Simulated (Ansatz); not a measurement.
The relaxed structure here is a generated cell of V3Si: the first start was made by placing the elements on the sites of a structure type, and the end was not matched to a known phase here, so it may be hypothetical. Known forms of V3Si include space group No. 223.

One stationary structure of V₃Si. Space group R-3 (No. 148), AFLOW prototype AB3_hR8_148_c_f (D0_5, as in BiI3). All values below come from PBE (plane waves to 420 eV, PAW, scalar-relativistic; Ansatz, a first-principles code).

Space group R-3, hexagonal axes (No. 148); a = b = 5.0200 Å, c = 16.3959 Å, α = β = 90.00°, γ = 120.00°

| atom | site | symmetry | x | y | z |
|---|---|---|---|---|---|
| Si | 6c | 3. | 0.0000 | 0.0000 | 0.3330 |
| V | 18f | 1 | 0.0026 | 0.3239 | 0.1116 |
(The calculation used a cell of 8 atoms; values per cell refer to that cell.)

### Question
Give the magnetic moment at the level PBE.

### Answer
Zero (the starting moments vanished).

No spin polarisation in the result: the starting moments vanished.

The run could not lower the symmetry of its start; a shaken copy of this end point relaxes with PBE to C2/m (No. 12), 0.24 eV/atom lower.
